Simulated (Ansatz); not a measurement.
What does Ansatz print for the nuclei with this input?

The cell is a COD entry whose atoms were relaxed with PBE, the cell held.

```yaml
crystal:
  lattice:
    - [2.5074, 0.0, 0.0]
    - [-1.2537, 2.1714720974, 0.0]
    - [0.0, 0.0, 4.0699]
  atoms:
    - { symbol: Co, position: [0.3333333333, 0.6666666667, 0.25], spin: -2.0 }
    - { symbol: Co, position: [0.6666666667, 0.3333333333, 0.75], spin: 2.0 }
magnetization:
  spin_polarized: true
kpoints:
  mp_grid: { grid: [15, 15, 8] }
scf:
  occupations: { method: fermi_dirac, width: 0.05 }
hamiltonian:
  xc: pbe
  pseudopotentials: { kind: paw }
output:
  forces: true
  stress: true
  populations: true
  efg: { quadrupole_moments_barn: { Co: 0.42 }, contact_densities: true }
```

```sh
ansatz run input.yaml --threads 1 --pin off --max-ram 3072MiB --backend cpu --events-out ev --progress --plain --runs-dir out
```

Of the output, the block on the nuclei alone is shown; the set-up, the SCF iterations, energies, forces and stress are cut. One atom of each set with nearly equal values is shown.

```
--- PAW observables at the nuclei: V_zz in 10²¹ V/m², potentials from the cell's mean, atoms counted from 1 ---
  atom   1  Co V_zz =    -0.226866   η = 0.0000   by run symmetry: allowed   C_q = -2.3039 MHz
            electrostatic potential = -3392.454750 V   contact ρ = 114695.372841 e/Å³   contact ρ_s (e/Å³): all electrons -3.350928, valence +1.148024
```

Hardware: 1 thread of Arm Neoverse N1 (aarch64; 28 cores open to the job, memory cap 3.0 GiB, no GPU), a shared host with a load of 0.5 a core. Wall time 73 s, CPU time 73 s, peak memory 0.47 GiB.

With no gap above 0.1 eV, as in a metal, the gradients converge slowly in k; expect changes of a tenth or more on a denser mesh. With these PAW files V_zz is typically within 2 to 3 % of all-electron values, but misses above 10 % occur on Co. The run lost part of its start moments, as the program notes; a state with other moments may lie lower.
